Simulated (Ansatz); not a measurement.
This Mg4Au structure is the end of a relaxation. The cell was found from a structure generator's guess, not taken from experiment.

Level of theory: DFT PBE, scalar-relativistic, plane waves, PAW in Ansatz 0.2.0. Cutoff 420 eV, Γ-centred mesh, Gaussian smearing, no spin polarisation.

```yaml
crystal:
  lattice:
    - [2.28787, -5.38156, 0.00000]
    - [2.28787, 5.38156, 0.00000]
    - [0.00000, 0.00000, 4.59990]
  atoms:
    - { symbol: Mg, position: [0.85670, 0.14330, 0.50000] }
    - { symbol: Mg, position: [0.35460, 0.64540, 0.00000] }
    - { symbol: Mg, position: [0.64540, 0.35460, 0.00000] }
    - { symbol: Mg, position: [0.14330, 0.85670, 0.50000] }
    - { symbol: Au, position: [0.00000, 0.00000, 0.00000] }
```

Energies over the elements count from the elements' standard structures at the same level, with no fitted energy shifts.

Problem. What space group does it have?

Solution. Cmmm (No. 65). Conventional cell: a = 4.576 Å, b = 10.763 Å, c = 4.600 Å. Mg on its first site is surrounded by 2 Au at 2.77 Å and 9 Mg at 3.08–3.24 Å; Mg on its second site is surrounded by 2 Au at 2.77 Å and 9 Mg at 3.13–3.24 Å; around Au lie 8 Mg at 2.77 Å.

Problem. What is its formation energy per atom?

Solution. −0.26 eV/atom. Whether it is stable depends on the other phases of the system, which aren't compared here.

Problem. Is it a metal?

Solution. Yes, bands cross the Fermi level on the 10×10×8 mesh.

The last run used a 10×10×8 mesh (in the run's order of axes) for its 5-atom cell and Gaussian smearing of 0.10 eV. These runs have no spin–orbit coupling, which can matter for Au. A structure relaxed within its symmetry needn't be a true minimum.
